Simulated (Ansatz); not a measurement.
One crystal and one scan (energy against volume) at two levels, PBE (plane waves to 420 eV, PAW, scalar-relativistic; Ansatz, a quantum-chemistry and plane-wave program) and r2SCAN (plane waves to 500 eV, PAW, scalar-relativistic; Ansatz), each from its own relaxed cell and on its own mesh.

The crystal is LaBi (rock salt); the cell is scaled evenly about its relaxed volume V₀.

The energy includes the smearing's −TS. LaBi is run without spin polarisation. LaBi was relaxed with its symmetry unable to fall. Spin-orbit coupling is left out, though Bi is heavy. Both scans cover V/V₀ from 0.900 to 1.100.

| quantity | run 1 | run 2 |
|---|---|---|
| Pressure at the smallest volume (GPa) | 6.6 | 6.2 |
| Energy cost of the largest compression (meV/atom) | 70 | 65 |
| Energy cost of the largest expansion (meV/atom) | 50 | 46 |
| Bulk modulus B₀ (third-order Birch-Murnaghan fit) (GPa) | 50.7 | 47.2 |
| Pressure for 5 % compression (fit) (GPa) | 2.9 | 2.7 |

### Question
Which run is which level?

### Answer
Run 2 is PBE, run 1 is r2SCAN. PBE gives the lower value for: pressure at the smallest volume; energy cost of the largest compression; energy cost of the largest expansion; bulk modulus B₀. Neither level is exact: the differences show how much the result hangs on the functional.

(Under strain, the slope of the energy per volume gives the stress and its curvature an elastic modulus.)
